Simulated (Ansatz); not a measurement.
PtS2:
Space group P-3m1 (No. 164); a = b = 3.551 Å, c = 5.203 Å, α = β = 90.00°, γ = 120.00°

| atom | site | symmetry | x | y | z |
|---|---|---|---|---|---|
| Pt | 1a | -3m. | 0.0000 | 0.0000 | 0.0000 |
| S | 2d | 3m. | 0.3333 | 0.6667 | 0.2356 |

Relaxed at zero pressure with DFT-r²SCAN+D4 in the program Ansatz with PAW potentials.

Problem. The volume is lowered by 9 % and shape and atoms relax at that volume. What pressure results, and how do the axes share the change?

Solution. 3.2 GPa; a 0.0 %, b 0.0 %, c -9.0 %; the energy rises by 14 meV/atom.

Problem. Give the new structure.

Solution. 
Space group P-3m1 (No. 164); a = 3.551 Å, b = 3.551 Å, c = 4.733 Å, α = 90.00°, β = 90.00°, γ = 120.00°

```
atom  site  symmetry       x       y       z
----  ----  --------  ------  ------  ------
Pt      1a      -3m.  0.0000  0.0000  0.0000
S       2d       3m.  0.3333  0.6667  0.2556
```

The phase is kept; no other phase was compared at this pressure.

The r²SCAN+D4 relaxation kept the symmetry of its start; phonons on a q-mesh show no instability. No spin polarisation was allowed. Scalar-relativistic: spin–orbit coupling is off unless named, which matters more the heavier the elements.

Potentials: the later of the program's two PAW sets.
